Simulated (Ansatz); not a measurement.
C:
```
C
1.0
    2.59171     0.00000     0.00000
    0.00000     2.59171     0.00000
    0.00000     0.00000     5.96601
C
6
Direct
  0.00000   0.00000   0.75000
  0.00000   0.00000   0.25000
  0.50000   0.00000   0.88856
  0.50000   0.00000   0.11144
  0.00000   0.50000   0.38856
  0.00000   0.50000   0.61144
```

Relaxed with r²SCAN.

### Question
Map the electron localisation function on the plane through (0.000, 0.000, 0.750) spanned by u = [1, 0, 0] and v = [0, 0, 1] in lattice vectors, from r²SCAN in the plane-wave PAW code Ansatz.

### Answer
x is the fraction of u, y of v (the angle between them is 90°; rows are the nearest grid lines); atoms in the plane: C at (0.00, 0.00), C at (0.00, 0.50), C at (0.50, 0.14), C at (0.50, 0.36).
```
y \ x   0.000  0.0625  0.188  0.250  0.375  0.438  0.562  0.625  0.750  0.812  0.938   1.00
------  -----  ------  -----  -----  -----  -----  -----  -----  -----  -----  -----  -----
1.00    0.006   0.033  0.623  0.761  0.665  0.548  0.548  0.665  0.761  0.623  0.033  0.006
0.933   0.425   0.448  0.506  0.458  0.206  0.111  0.111  0.206  0.458  0.506  0.448  0.425
0.833   0.337   0.318  0.200  0.131  0.036  0.018  0.018  0.036  0.131  0.200  0.318  0.337
0.767   0.033   0.032  0.029  0.026  0.017  0.012  0.012  0.017  0.026  0.029  0.032  0.033
0.700   0.106   0.101  0.070  0.051  0.023  0.014  0.014  0.023  0.051  0.070  0.101  0.106
0.600   0.651   0.638  0.510  0.382  0.110  0.047  0.047  0.110  0.382  0.510  0.638  0.651
0.533   0.059   0.111  0.486  0.570  0.407  0.287  0.287  0.407  0.570  0.486  0.111  0.059
0.467   0.064   0.176  0.838  0.903  0.817  0.689  0.689  0.817  0.903  0.838  0.176  0.064
0.400   0.650   0.727  0.917  0.925  0.629  0.241  0.241  0.629  0.925  0.917  0.727  0.650
0.300   0.106   0.135  0.359  0.491  0.613  0.624  0.624  0.613  0.491  0.359  0.135  0.106
0.233   0.033   0.048  0.266  0.488  0.820  0.880  0.880  0.820  0.488  0.266  0.048  0.033
0.167   0.337   0.386  0.588  0.604  0.298  0.122  0.122  0.298  0.604  0.588  0.386  0.337
0.0667  0.425   0.570  0.923  0.945  0.820  0.606  0.606  0.820  0.945  0.923  0.570  0.425
0.000   0.006   0.033  0.623  0.761  0.665  0.548  0.548  0.665  0.761  0.623  0.033  0.006
```

The density is the valence pseudo-density with augmentation charge, so density and ELF within about 1 Å of a nucleus are not all-electron values.

Space group P4_2/mmc. The start of the workflow was typed in or built on a structure type; neither database checked (COD, Materials Project) lists it. It is not the phase usual at ambient conditions (space group No. 194, 227). The r²SCAN relaxation kept the symmetry of its start; its stability against distortions is not shown here.

Potentials: the earlier of the program's two PAW sets.
